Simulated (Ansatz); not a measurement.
Relaxed-ion elastic tensor of PbS (zinc blende, F-43m) in GPa (Voigt order), DFT-r²SCAN in the program Ansatz with PAW potentials; density 5.52 g/cm³, 35.96 Å³ per atom.

```
39.8  37.8  37.8   0.0   0.0   0.0
37.8  39.8  37.8   0.0   0.0   0.0
37.8  37.8  39.8   0.0   0.0   0.0
 0.0   0.0   0.0  -7.9   0.0   0.0
 0.0   0.0   0.0   0.0  -7.9   0.0
 0.0   0.0   0.0   0.0   0.0  -7.9
```

Problem. Is the crystal mechanically stable?

Solution. No: the smallest eigenvalue of C is -7.9 GPa.

The cell is a constructed one: a structure type filled with these elements; neither database checked (COD, Materials Project) lists it. It is not the phase usual at ambient conditions (space group No. 225). Symmetry was held in the r²SCAN relaxation. At this level the phase is dynamically unstable (imaginary phonons). Scalar-relativistic: spin–orbit coupling is off unless named, which matters more the heavier the elements.

Potentials: the later of the program's two PAW sets.
